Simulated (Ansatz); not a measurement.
A relaxed cell of ScZnF₂ is given with its symmetry left out. The cell was found from a structure generator's guess, not taken from experiment.

Method: DFT PBE, scalar-relativistic, plane waves, PAW in Ansatz 0.2.0. Cutoff 420 eV, Γ-centred mesh, Gaussian smearing, no spin polarisation.

```
Sc Zn F
1.0
     4.47404    0.00000    0.00000
     0.00000    4.47404    0.00000
     0.00000    0.00000    2.82312
Sc Zn F
1 1 2
Direct
  0.50000 0.50000 0.50000
  0.00000 0.00000 0.00000
  0.50000 0.00000 0.00000
  0.00000 0.50000 0.00000
```

Energies over the elements count from the elements' standard structures at the same level (F₂ as a molecule), with no fitted energy shifts.

Q: What space group does it have?

A: P4/mmm (No. 123). Conventional cell: a = 4.474 Å, c = 2.823 Å. Around Sc lie 8 F at 2.65 Å and 2 Sc at 2.82 Å; Zn is surrounded by 4 F at 2.24 Å; around F lie 2 Zn at 2.24 Å and 4 Sc at 2.65 Å.

Q: How far does it lie from the elements in energy?

A: −1.59 eV/atom. Whether it is stable depends on the other phases of the system, which aren't compared here.

Q: Is it a metal?

A: Yes, bands cross the Fermi level on the 10×10×16 mesh.

Q: From what recipe could a structure generator have reached it?

A: One such recipe: perovskite family, infinite layers (P4/mmm, No. 123). Other recipes can lead to the same cell.

The last run used a 10×10×16 mesh (in the run's order of axes) for its 4-atom cell and Gaussian smearing of 0.10 eV. An odd number of electrons in the primitive cell allows no gap without spin; a larger cell or a magnetic state could open one. Symmetry constrained the relaxation, so the result can be a saddle point.
